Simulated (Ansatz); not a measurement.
Data:

Cr$_{3}$GeN:
Space group Pm-3m (No. 221); a = b = c = 3.773 Å, α = β = γ = 90.00°

| atom | site | symmetry | x | y | z |
|---|---|---|---|---|---|
| Ge | 1a | m-3m | 0.0000 | 0.0000 | 0.0000 |
| N | 1b | m-3m | 0.5000 | 0.5000 | 0.5000 |
| Cr | 3c | 4/mm.m | 0.0000 | 0.5000 | 0.5000 |

This is the PBEsol-relaxed structure.

Q: All from DFT-PBEsol in the program Ansatz with PAW potentials, unless another level is named. Give the Young's modulus.

A: 299 GPa.

Q: Give the elastic constants (relaxed ions, GPa).

A: C11 = 542, C12 = 129, C44 = 74.6.

The cell is a constructed one: a structure type filled with these elements; neither database checked (COD, Materials Project) lists it. COD files the formula under space group No. 113. Its standing as an ambient phase is unchecked. The cell was relaxed with PBEsol under the symmetry of its start. At this level the phase is dynamically unstable (imaginary phonons). The workflow began spin-polarised and lost its moments. As this level gives no gap, shear constants depend on the k-mesh and smearing (Fermi–Dirac, 0.1 eV here). On the denser mesh and wider smearing of the elastic run this cell carries a stress of 0.4 GPa.

Potentials: the earlier of the program's two PAW sets. The files were generated under PBE; for other functionals the program regenerates the frozen cores, and for LDA and PBEsol the local potential too.
